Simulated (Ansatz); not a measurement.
Ti$_{2}$Ga:
```
Ti2Ga
1.0
    4.50213     0.00000     0.00000
   -2.25107     3.89896     0.00000
    0.00000     0.00000     5.45433
Ti Ga
4 2
Direct
  0.33333   0.66667   0.75000
  0.66667   0.33333   0.25000
  0.00000   0.00000   0.00000
  0.00000   0.00000   0.50000
  0.33333   0.66667   0.25000
  0.66667   0.33333   0.75000
```

Relaxed with r²SCAN.

Q: Map the valence electron density (e/Å³), cut off at 4 on the plane through (0.333, 0.667, 0.750) spanned by u = [0, 0, 1] and v = [1, -1, 0] in lattice vectors, from DFT-r²SCAN in the program Ansatz with PAW potentials.

A: x is the fraction of u, y of v (the angle between them is 90°; rows are the nearest grid lines); atoms in the plane: Ti at (0.00, 0.00), Ti at (0.50, 0.33), Ti at (0.25, 0.67), Ti at (0.75, 0.67), Ga at (0.50, 0.00), Ga at (0.00, 0.33).
```
y \ x   0.000  0.0741  0.185  0.259  0.370  0.444  0.556  0.630  0.741  0.815  0.926   1.00
------  -----  ------  -----  -----  -----  -----  -----  -----  -----  -----  -----  -----
1.00     4.00    4.00  0.337  0.236   1.04   4.00   4.00   1.04  0.236  0.337   4.00   4.00
0.923    3.55    1.74  0.204  0.199  0.455   1.25   1.25  0.455  0.199  0.204   1.74   3.55
0.846   0.251   0.220  0.170  0.166  0.216  0.268  0.268  0.216  0.166  0.170  0.220  0.251
0.769   0.216   0.242  0.732  0.995  0.290  0.207  0.207  0.290  0.995  0.732  0.242  0.216
0.692   0.199   0.380   4.00   4.00   2.16  0.273  0.273   2.16   4.00   4.00  0.380  0.199
0.615   0.200   0.312   4.00   4.00   1.37  0.257  0.257   1.37   4.00   4.00  0.312  0.200
0.538   0.213   0.206  0.245  0.326  0.247  0.220  0.220  0.247  0.326  0.245  0.206  0.213
0.462   0.394   0.331  0.201  0.166  0.198  0.324  0.324  0.198  0.166  0.201  0.331  0.394
0.385    4.00    2.51  0.313  0.204  0.957   4.00   4.00  0.957  0.204  0.313   2.51   4.00
0.308    4.00    4.00  0.354  0.217   1.63   4.00   4.00   1.63  0.217  0.354   4.00   4.00
0.231   0.707   0.508  0.231  0.178  0.264  0.747  0.747  0.264  0.178  0.231  0.508  0.707
0.154   0.265   0.232  0.173  0.169  0.215  0.270  0.270  0.215  0.169  0.173  0.232  0.265
0.0769   3.59    1.75  0.206  0.200  0.455   1.26   1.26  0.455  0.200  0.206   1.75   3.59
0.000    4.00    4.00  0.337  0.236   1.04   4.00   4.00   1.04  0.236  0.337   4.00   4.00
```

The density is the valence pseudo-density with augmentation charge, so density and ELF within about 1 Å of a nucleus are not all-electron values.

Space group P6_3/mmc. The workflow started from an entry of the Crystallography Open Database (COD). Whether it is the stable phase at ambient conditions was not checked. The cell was relaxed with r²SCAN under the symmetry of its start; whether a distortion lowers the energy is not shown. The run is not spin-polarised.

Potentials: the later of the program's two PAW sets.
